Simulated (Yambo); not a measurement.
Material: KSO₂F (space group P2_1/m, No. 11); a = 4.709 Å, b = 5.816 Å, c = 7.151 Å, α = 90.00°, β = 108.35°, γ = 90.00° (10 atoms in the cell). The geometry is that of Materials Project entry mp-6560, symmetrised and not relaxed again.

With LDA (Quantum ESPRESSO, PseudoDojo norm-conserving, 84 Ry, scalar-relativistic), the gap between the mesh's edge points ((-0.5, 0, -0.5) → (-0.5, 0, 0)) is 3.918 eV.

### Question
Estimate the G0W0 gap between the same points from Yambo (2×2×2 Γ-centred k mesh, 269 bands and a 7 Ry block in the screening, 269 bands in G with the Bruneval-Gonze terminator, plasmon pole fitted at 27.2 eV).

### Answer
The correction is 3.547 eV, giving 7.464 eV, 1.9 times the LDA value.  Nearest settings tried, and what they do to the gap: 175 bands in G: +11 meV; 128 bands in W: +72 meV; 3 Ry block (111 vectors against 385): +80 meV. Not varied: mesh. So the settings aren't converged at that level. The k mesh is coarse.
